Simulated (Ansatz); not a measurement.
**Question.** Mg (hcp (Mg type), space group No. 194) is relaxed with plane-wave PAW r²SCAN (Ansatz code). What lattice parameters of the conventional cell result?

**Answer.** a = 3.195 Å, c = 5.108 Å.

Space group P6_3/mmc (hcp (Mg type)). The r²SCAN relaxation kept the symmetry of its start; of distortions, only those at the zone centre were tested. Axis ratios of metals converge slowly with the k-mesh, so a and c are less sure than the volume.

Potentials: the earlier of the program's two PAW sets.
